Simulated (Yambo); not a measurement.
Yambo run on GaAs (zinc blende, space group F-43m, No. 216). The wavefunctions are norm-conserving PBE (stringent potentials; Quantum ESPRESSO, 114 Ry, scalar-relativistic) ones on a 4×4×4 mesh (22 occupied bands); a = 4.0025 Å, b = 4.0025 Å, c = 4.0025 Å, α = 60.00°, β = 60.00°, γ = 60.00°.

Yambo input:

```
rim_cut
gw0
dyson
el_el_corr
HF_and_locXC
cohsex
em1s
RandQpts= 1000000
RandGvec= 1 Ry
EXXRLvcs= 114 Ry
VXCRLvcs= 456 Ry
Chimod= "HARTREE"
% BndsRnXs
 9 | 217 |
%
NGsBlkXs= 15 Ry
% LongDrXs
 1.0 | 1.0 | 1.0 |
%
ExtendOut
% QPkrange
 1 | 1 | 22 | 23 |
%
```

k points by index: 1 = Γ.

Resulting energies as the program prints them:

```
#    K-point    Band    Eo [eV]    E [eV]    E-Eo [eV]    Vxc [eV]    Vnlxc [eV]    Sc|Eo [eV]    Re(Z)    Im(Z)
#
    1    22    0.000000    -2.718286    -2.718286    -14.34690    -15.95592    -1.109263    1.000000    0.000000
    1    23    0.493449    -1.309052    -1.802501    -14.68688    -10.72098    -5.768409    1.000000    0.000000
```
(The two width columns are left out.) Convergence of these settings isn't established.

Spin-orbit coupling is not included.

Geometry relaxed with PBEsol.
